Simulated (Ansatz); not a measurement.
**Size effect of resistivity from band structure**

Plane-wave DFT in Ansatz, LDA, scalar-relativistic PAW potentials, cutoff 420 eV, no spin-orbit coupling; no spin polarisation. Relaxed crystals; Boltzmann transport at 300 K with one relaxation time τ for all states, on bands interpolated from the mesh shown (Fermi–Dirac smearing 0.15 eV in the self-consistent run). A star marks a structure that wasn't matched here to a measured phase, so it may never have been made and needn't be stable; unstarred phases aren't always the most stable ones.

| metal | k mesh | σ/τ xx, yy, zz (10²⁰ Ω⁻¹ m⁻¹ s⁻¹) | N(E_F) (states eV⁻¹ nm⁻³, both spins) |
| --- | --- | --- | --- |
| SnAu (P6_3/mmc) | 12×12×8 | 11.94, 11.94, 9.88 | 14.9 |
| ZrS (Fm-3m) | 14×14×14 | 17.39, 17.39, 17.39 | 36.7 |
| Ta₃Ru (Fm-3m)* | 12×12×12 | 7.40, 7.40, 7.40 | 31.4 |
| TiAl₂ (Cmmm) | 10×10×10 | 3.24, 2.25, 1.83 | 26.6 |
| TaSi₂ (P6_422) | 12×12×6 | 2.14, 2.14, 3.49 | 24.8 |

Question: Get the Fermi velocity and ρλ of each, along its best-conducting axis, without knowing τ.

Answer: The trace of σ/τ is e²N(E_F)⟨v²⟩, which gives the root mean square velocity. With ρ = 1/((σ/τ)τ) and λ = vτ the time drops out: ρλ = v/(σ/τ).
| metal | v (10⁵ m/s) | ρλ (10⁻¹⁶ Ω m²) |
| --- | --- | --- |
| ZrS (Fm-3m) | 9.43 | 5.4 |
| Ta₃Ru (Fm-3m)* | 6.65 | 9.0 |
| SnAu (P6_3/mmc) | 11.88 | 9.9 |
| TaSi₂ (P6_422) | 4.42 | 12.7 |
| TiAl₂ (Cmmm) | 4.14 | 12.8 |

ρλ measures the inverse of the Fermi surface's area in k space (1/(ρλ) = e²S_F/(12π³ħ) for an isotropic metal), not the velocity: slow d electrons on a large surface can match fast s electrons. Copper's value in the literature is about 6.7×10⁻¹⁶ Ω m².

Question: How much resistivity do surfaces and grain boundaries add in a square wire 6 nm wide, with diffuse surfaces, grains as wide as the wire and a reflection coefficient of 0.3?

Answer: In the common approximations to Fuchs–Sondheimer and Mayadas–Shatzkes, Δρ = ρλ [3(1 − p)/(4d) + 3R/(2D(1 − R))], with specularity p = 0, R = 0.3, and width d and grain size D both 6 nm, so Δρ = ρλ × 2.32×10⁸ m⁻¹: ZrS (Fm-3m) 12.6 μΩ cm, Ta₃Ru (Fm-3m)* 20.9 μΩ cm, SnAu (P6_3/mmc) 23.1 μΩ cm, TaSi₂ (P6_422) 29.5 μΩ cm, TiAl₂ (Cmmm) 29.7 μΩ cm. The rise is smallest in ZrS (Fm-3m). The wire's resistivity is this plus the bulk value, which needs phonon and disorder scattering and wasn't computed, so a small ρλ is needed but not enough: a wire metal must also be stable, stay ordered and resist electromigration and oxidation. One τ for all states gives, as a rule, a lower ρλ than one λ would, by some tens of per cent where velocities vary over the Fermi surface, which flatters d metals against copper, and the values hang on the mesh; the best axis of an anisotropic metal needs oriented grains, and the mean velocity understates λ along it.

Spin-orbit coupling, left out, matters for the members with heavy elements.

Cost: about 98 core-minutes for the runs cited, on Oxide Virtual Turin-like Processor (Zen 5), AMD EPYC (Zen 3), Arm Neoverse V1 and other processors (shared hosts).